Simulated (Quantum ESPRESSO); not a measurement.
Parts of the isotropic shielding in CaMgH$_{4}$, by PBE GIPAW on JTH datasets (Quantum ESPRESSO, modified build), 30 Ha, k-mesh 6×6×8 shifted:

```
CaMgH4
1.0
    4.76604    -0.16361     0.00000
   -0.16361     4.76604     0.00000
    0.00000     0.00000     3.39266
Ca Mg H
1 1 4
Direct
  0.50000   0.50000   0.50000
  0.00000   0.00000   0.00000
  0.71134   0.71134   0.00000
  0.28866   0.28866   0.00000
  0.82512   0.17488   0.50000
  0.17488   0.82512   0.50000
```
The cell was made here from a computed Materials Project entry: one of 2 Mg replaced by Ca, cell and atoms relaxed (PBE without dispersion, pw.x of Quantum ESPRESSO, symmetry kept). The parent is MgH2 in P4₂/mnm. The swapped cell is a model, not a known phase. Stability against distortions was not tested.

The core term is that of the free atom's frozen core; the paramagnetic column sums the reconstruction terms. σ is an absolute shielding without the bulk-susceptibility term: within one crystal shift differences are minus those of σ, between compounds the missing term differs by several ppm. By our sweeps, such settings leave a few ppm in absolute σ. The datasets of Mg hold no d projectors, which limits absolute σ on these atoms. PBE places the empty d or f states of Ca too low, which is known to distort σ on and beside such ions.

```json
[
 {"site": "Ca (atom 1)", "core": "1265.0", "bare (smooth current)": "75.4", "diamagnetic correction": "29.6", "paramagnetic corrections": "?", "σ_iso (ppm)": "?"},
 {"site": "Mg (atom 2)", "core": "412.8", "bare (smooth current)": "29.3", "diamagnetic correction": "250.1", "paramagnetic corrections": "?", "σ_iso (ppm)": "?"}
]
```

Question: Fill in the missing entries.

Answer: 
- Ca (atom 1), paramagnetic corrections: -400.7
- Ca (atom 1), σ_iso (ppm): 969.4
- Mg (atom 2), paramagnetic corrections: -135.4
- Mg (atom 2), σ_iso (ppm): 556.7
